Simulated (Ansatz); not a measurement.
As:
```yaml
crystal:
  lattice:
    - [-1.68388, 1.68388, 1.68388]
    - [1.68388, -1.68388, 1.68388]
    - [1.68388, 1.68388, -1.68388]
  atoms:
    - { symbol: As, position: [0.00000, 0.00000, 0.00000] }
```

Relaxed with PBE. Special points in fractions of this cell's reciprocal vectors: Γ (0.000, 0.000, 0.000); H (0.500, -0.500, 0.500); N (0.000, 0.000, 0.500); P (0.250, 0.250, 0.250).

List the band energies nearest the Fermi level at these points for DFT-PBE in the program Ansatz with PAW potentials.

In eV from the Fermi level; about four levels below and three above (degenerate sets whole), none deeper than 8.9 eV; … stands for higher levels left out; points with the same levels are listed once.

```json
[
 {"k": "Γ", "below": "–", "above": "5.86 5.86 5.86"},
 {"k": "H", "below": "-6.70 -2.23 -2.23 -2.23", "above": "…"},
 {"k": "N", "below": "-6.47", "above": "1.92 4.32 …"},
 {"k": "P", "below": "-3.21 -3.21 -3.21", "above": "…"}
]
```

Space group Im-3m (bcc (W type)). A made-up cell: these elements were put on the sites of a structure type; neither database checked (COD, Materials Project) lists it. It is not the phase usual at ambient conditions (space group No. 166). The PBE relaxation kept the symmetry of its start; its stability against distortions is not shown here. Scalar-relativistic: spin–orbit coupling is off unless named, which matters more the heavier the elements.

Potentials: the later of the program's two PAW sets.
